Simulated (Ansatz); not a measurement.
TaSi:
```
TaSi
1.0
    0.00000     2.57483     2.57483
    2.57483     0.00000     2.57483
    2.57483     2.57483     0.00000
Si Ta
1 1
Cartesian
  0.00000   0.00000   0.00000
  2.57483   2.57483   2.57483
```

Relaxed with PBE. Special points in fractions of this cell's reciprocal vectors: Γ (0.000, 0.000, 0.000); X (0.500, 0.000, 0.500); U (0.625, 0.250, 0.625); K (0.375, 0.375, 0.750); L (0.500, 0.500, 0.500); W (0.500, 0.250, 0.750).

### Question
List the band energies nearest the Fermi level at these points for PBE in the plane-wave PAW code Ansatz.

### Answer
In eV from the Fermi level; about four levels below and three above (degenerate sets whole), none deeper than 8.9 eV; points with the same levels are listed once.

```
k                          below                above
-  -----------------------------  -------------------
Γ  -1.19 -1.19 -1.19 -0.53 -0.53       2.34 2.34 2.34
X        -3.90 -3.27 -0.23 -0.23  0.68 1.70 2.51 2.51
U        -4.44 -3.89 -2.14 -0.49       1.93 2.91 3.02
L        -7.51 -6.67 -3.25 -3.25       1.72 1.72 2.43
W        -7.98 -3.82 -3.82 -3.59       1.26 1.73 1.73
```

Space group Fm-3m (rock salt). The cell is a constructed one: a structure type filled with these elements; neither database checked (COD, Materials Project) lists it. Whether it is the stable phase at ambient conditions was not checked. The PBE relaxation kept the symmetry of its start; of distortions, only those at the zone centre were tested. The run is not spin-polarised. Scalar-relativistic: spin–orbit coupling is off unless named, which matters more the heavier the elements.

Potentials: the later of the program's two PAW sets.
